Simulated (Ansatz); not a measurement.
## Structures of GeOs₂: which is lowest?

Plane-wave DFT in Ansatz with scalar-relativistic PAW potentials, cutoff 420 eV, Γ-centred meshes chosen by cell and gap, Gaussian smearing with energies taken to zero width. Every cell was relaxed (cell and atoms) in a run of its own, within the symmetry of its start. Functional: PBE.

Relaxed structures (starts from databases or built by putting these elements on another compound's sites):
A. I4/mmm, 3 atoms in the computed cell, a = 3.425 Å, c = 7.718 Å; sites (symmetry × multiplicity) Ge 4/mmm × 2, Os 4mm × 4; start: built
B. Fm-3m, 3 atoms in the computed cell, a = 5.792 Å; sites (symmetry × multiplicity) Ge m-3m × 4, Os -43m × 8; start: built
C. P6/mmm, 3 atoms in the computed cell, a = 4.340 Å, c = 2.856 Å; sites (symmetry × multiplicity) Ge 6/mmm × 1, Os -6m2 × 2; start: built

**Question.** Rank them by energy. Could pressure change the order?

**Answer.**
| structure | group | E − E(lowest) (meV/atom) | V (Å³/atom) | gap on mesh (eV) |
| --- | --- | --- | --- | --- |
| A | I4/mmm | 0.0 | 15.09 | 0.00 |
| B | Fm-3m | 21.3 | 16.19 | 0.00 |
| C | P6/mmm | 72 | 15.53 | 0.00 |

A is lowest, 21 meV/atom under B. The lowest is also the densest of these, so pressure wouldn't bring one of the others in at first order. Other structures may lie lower than all of these, and vibrations aren't counted.

Spin-orbit coupling is left out, which matters for the bands of heavy elements.